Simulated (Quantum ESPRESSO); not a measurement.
## Calculated data, ZnGa2SiN4 (made-up cell)

All values are calculated (Quantum ESPRESSO 7.5). Calculation on a made-up crystal cell, not a measurement: periodic Kohn-Sham density functional theory in plane waves with PseudoDojo standard norm-conserving scalar-relativistic pseudopotentials, each functional with its own files (v0.5 for PBE, v0.4.1 for LDA and PBEsol), no spin polarisation, no spin-orbit coupling, atoms not relaxed, stress positive in tension, energies less a fixed whole-eV offset for each atom's element; levels are Kohn-Sham levels at fractions of this cell's reciprocal vectors, counted from the reference band (half the neutral cell's valence electrons, rounded up) at Gamma; error bars cover cutoff and k-mesh only, not smearing or the files; added strain carries the atoms with the cell, and shear is the tensor component; each bar is the largest change over components, and at least 0.002 eV, 0.002 eV per angstrom or 0.02 GPa; energies are for the whole cell, and the offsets were chosen from early runs and are not element reference energies.

Entry: ZnGa2SiN4 (made-up cell)

```
ZnGa2SiN4
1.0
      3.1455     0.0272    -0.0527
      0.0471     5.5896    -0.0186
     -0.0861    -0.0175     5.2273
Zn Ga Si N
1 2 1 4
Direct
  -0.01216 -0.01939 -0.01111
  0.49334 0.49342 0.01320
  0.52849 0.16172 0.52112
  -0.01704 0.67216 0.51652
  -0.04817 -0.00305 0.37339
  0.47165 0.51353 0.37360
  0.50110 0.18837 0.87101
  0.05003 0.66811 0.86350
```

* lattice type: wurtzite
* functional: pbe
* cutoff: 1143 eV
* fermi dirac smearing: 0.1 eV
* scf tolerance: 1e-07 eV
* electrons removed: 0
* k mesh: 8 x 6 x 6, shifted by half a step
* stress yy: withheld
* stress xz: withheld
* stress zz: withheld

Atoms:
```
atoms element  atom site  atom energy offset (eV)
           Zn          1                    -5687
           Ga          2                    -2080
           Ga          3                    -2080
           Si          4                     -115
            N          5                     -283
            N          6                     -283
            N          7                     -283
            N          8                     -283
```

## Withheld values
1. What stress yy does the calculation give for ZnGa2SiN4 (made-up cell)?
2. Estimate the stress xz of ZnGa2SiN4 (made-up cell).
3. Estimate the stress zz of ZnGa2SiN4 (made-up cell).
4. Give the table of forces values for ZnGa2SiN4 (made-up cell).

Answers
1. 0.3766 GPa
2. 0.825 GPa
3. -0.5787 GPa
4. 
Forces:
```
site  x (eV/Å)  y (eV/Å)  z (eV/Å)
   1    0.2051     2.158    0.4867
   2     1.364   -0.5439    -1.594
   3    -2.482    0.6666   0.05824
   4    0.2739     1.279   -0.4451
   5     2.547    -3.406    0.9506
   6    0.4657      1.39     2.565
   7   -0.2454   -0.6418    0.7434
   8    -2.129   -0.9025    -2.765
```

Further results for ZnGa2SiN4 (made-up cell):

- free energy less offsets: -2.803 eV
- smearing term minus ts: -0.0009216 eV
- scf iterations: 12
- pressure: -0.07709 GPa
- stress xx: 0.4333 GPa
- stress yz: -4.006 GPa
- stress xy: 8.164 GPa
- error bar energy: 0.002134 eV
- error bar stress: 0.02 GPa
- error bar force: 0.002 eV/Å
- error bars from: tighter rerun of a related cell
